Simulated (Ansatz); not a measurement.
# Computed generalised stacking-fault energy along a line: Ba (bcc, W type)

Generalised stacking fault of Ba (bcc, W type) on the {211} plane. The cell below holds the perfect crystal with the plane normal along z; tilting its third vector by the shift puts one fault into each cell, between planes 2.07 Å apart, at fixed cell height.

```
Ba
1.0
    4.38966     0.00000     0.00000
    0.00000     7.16829     0.00000
    0.00000     0.00000    12.41584
Ba
6
Cartesian
  0.00000   0.00000  11.38118
  2.92644   3.58414   1.03465
  1.46322   0.00000   3.10396
  4.38966   3.58414   5.17327
  2.92644   0.00000   7.24257
  1.46322   3.58414   9.31188
```

In-plane vectors a = (4.390, 0.000) Å, b = (0.000, 7.168) Å, area 31.47 Å². The shift is s times the vector a (length 4.390 Å), so s = 1 restores the start. The shift is rigid: no atom relaxes. γ = [E(shift) − E(0)] / area.

Level of theory: r2SCAN (plane waves to 500 eV, PAW, scalar-relativistic; Ansatz, a quantum-chemistry and plane-wave program). k mesh 9×6×4 (Γ-centred), Fermi-Dirac smearing 0.05 eV. Energies are extrapolated to zero smearing. Compression counts positive. With partly filled bands, the k mesh leaves noise in γ, roughly 0.02 J/m² as judged from a few cases. Faults lie only 12.4 Å apart, and holding the cell height and the atoms raises γ above its relaxed value. Ba was relaxed with its symmetry unable to fall. The zero of γ is zero shift.

```json
[
 {"s": "0.000", "γ (J/m²)": "0.00", "σ normal to the fault (GPa)": "0.0"},
 {"s": "0.083", "γ (J/m²)": "0.01", "σ normal to the fault (GPa)": "0.0"},
 {"s": "0.167", "γ (J/m²)": "0.05", "σ normal to the fault (GPa)": "0.0"},
 {"s": "0.250", "γ (J/m²)": "0.09", "σ normal to the fault (GPa)": "0.1"},
 {"s": "0.333", "γ (J/m²)": "0.12", "σ normal to the fault (GPa)": "0.2"},
 {"s": "0.417", "γ (J/m²)": "0.14", "σ normal to the fault (GPa)": "0.3"},
 {"s": "0.500", "γ (J/m²)": "0.14", "σ normal to the fault (GPa)": "0.4"},
 {"s": "0.583", "γ (J/m²)": "0.13", "σ normal to the fault (GPa)": "0.4"},
 {"s": "0.667", "γ (J/m²)": "0.11", "σ normal to the fault (GPa)": "0.5"},
 {"s": "0.750", "γ (J/m²)": "0.08", "σ normal to the fault (GPa)": "0.4"},
 {"s": "0.833", "γ (J/m²)": "0.04", "σ normal to the fault (GPa)": "0.2"},
 {"s": "0.917", "γ (J/m²)": "0.01", "σ normal to the fault (GPa)": "0.1"}
]
```

Summary:

```
Item                                                           Result
------------------------------  -------------------------------------
Highest computed γ on the line                              0.14 J/m²
Position of the highest point   s = 0.417 and s = 0.500 and s = 0.583
```

(The slope of γ gives the shear force per area between the displaced halves; near zero shift its curvature is an elastic stiffness.)
